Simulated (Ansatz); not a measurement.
## Cl: projected DOS by orbital

```
CELL_PARAMETERS angstrom
3.12000 -2.24000 0.00000
3.12000 2.24000 0.00000
0.00000 0.00000 8.26000
ATOMIC_POSITIONS crystal
Cl 0.13000 0.87000 0.10000
Cl 0.63000 0.37000 0.40000
Cl 0.87000 0.13000 0.90000
Cl 0.37000 0.63000 0.60000
```

Atoms are numbered in the order listed.

The cell is a measured one (Crystallography Open Database entry 9008593); the temperature and pressure of the measurement aren't taken into account, and nothing was relaxed.

Theory: DFT, PBE, all-electron LAPW, scalar-relativistic (Ansatz 0.2.0).

Settings: a Γ-centred 7×7×4 k mesh, Fermi–Dirac smearing of 0.02 eV, basis error target 0.5 meV/atom, no spin polarisation.

States per eV for one atom of each kind, in 0.4 eV bins named by their centres, from the valence-band top, projected on a minimal set of Löwdin-orthogonalised atomic shells; orbitals are real harmonics on the Cartesian axes, equal curves share a column, and empty bins are left out, as is all above 8.4 eV, near the top of the computed bands.

Cl1 3p:

```
# E all pz px py
-12.7 0.02 0.02 0.00 0.00
-12.3 0.14 0.09 0.00 0.05
-5.1 1.52 1.02 0.01 0.49
-4.7 0.71 0.44 0.00 0.27
-3.9 0.03 0.00 0.03 0.00
-3.5 1.03 0.13 0.63 0.26
-3.1 1.20 0.25 0.47 0.48
-2.7 1.76 0.39 0.63 0.73
-2.3 0.92 0.07 0.71 0.14
-1.1 0.02 0.00 0.01 0.00
-0.7 1.39 0.31 0.53 0.55
-0.3 3.35 0.49 1.82 1.04
0.1 0.20 0.03 0.12 0.06
2.5 1.06 0.66 0.00 0.39
2.9 1.22 0.84 0.00 0.38
8.1 0.01 0.00 0.00 0.00
```

Cl1 3s:

```
# E all
-12.7 0.27
-12.3 2.07
-5.1 0.15
-4.7 0.08
-3.5 0.01
-3.1 0.01
-2.7 0.01
-0.3 0.01
2.5 0.07
2.9 0.07
```
